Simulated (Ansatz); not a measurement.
# Data sheet: Zn (DFT)

Zn:
Space group Fd-3m, origin choice 1 (No. 227); a = b = c = 5.831 Å, α = β = γ = 90.00°

| atom | site | symmetry | x | y | z |
|---|---|---|---|---|---|
| Zn | 8b | -43m | 0.5000 | 0.5000 | 0.5000 |
(The calculation used a cell of 2 atoms; values per cell refer to that cell.)

Space group Fd-3m (No. 227), diamond; conventional cell a = b = c = 5.831 Å, α = β = γ = 90.00°.

Method: the program Ansatz at the PBE level (PAW). Geometry: relaxed at this level of theory. Other levels are named where they apply.

Cell and energy:

- Volume per atom = 24.78 Å³
- Density = 4.38 g/cm³

Electronic structure:

- Electronic character: metallic (no gap)
- Density of states at the Fermi level: 0.47 states/eV per atom (mean over ±0.08 eV)

Mechanics:

- Bulk modulus (Birch–Murnaghan fit): 25.5 GPa
- Pressure derivative B′: 5.2

The start of the workflow was typed in or built on a structure type; neither database checked (COD, Materials Project) lists it. It is not the phase usual at ambient conditions (space group No. 194). The cell was relaxed with PBE under the symmetry of its start; its stability against distortions is not shown here.

Potentials: the earlier of the program's two PAW sets.
